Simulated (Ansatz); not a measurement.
Space group P4_12_12 (No. 92). a = 4.985 Å, b = 4.985 Å, c = 6.925 Å, α = 90.00°, β = 90.00°, γ = 90.00°
```
atom site symmetry x y z
  Si    4a       ..2  0.3018  0.3018  0.0000
   O    8b         1  0.2384  0.1080  0.1808
```

Equation of state of this SiO$_{2}$ structure (not necessarily the ground state), with shape and atoms relaxed at each volume where symmetry leaves them free. Computed with DFT r2SCAN, scalar-relativistic, plane waves, PAW (Ansatz).

Plane waves to 500 eV, a k mesh through Γ of 6×6×4 on the computed 12-atom cell and Gaussian smearing (0.02 eV); no spin polarisation.

| V (Å³/atom) | E − E(largest V) (meV/atom) | P (GPa) | gap on mesh (eV) |
| --- | --- | --- | --- |
| 13.481 | 0.21 | 0.98 | 6.47 |
| 13.911 | -1.69 | 0.46 | 6.40 |
| 14.341 | -2.24 | -0.02 | 6.34 |
| 14.772 | -1.62 | -0.44 | 6.28 |
| 15.202 | 0.00 | -0.79 | 6.22 |

Fit a third-order Birch–Murnaghan equation to E(V).

V0 = 14.32 Å³/atom, B0 = 15 GPa, B0' = 4.0.

This form isn't the usual stable structure of the compound, though it has been observed.

Cost: 5 runs of about 27 core-minutes in all, on AMD EPYC (Zen 3) (shared hosts).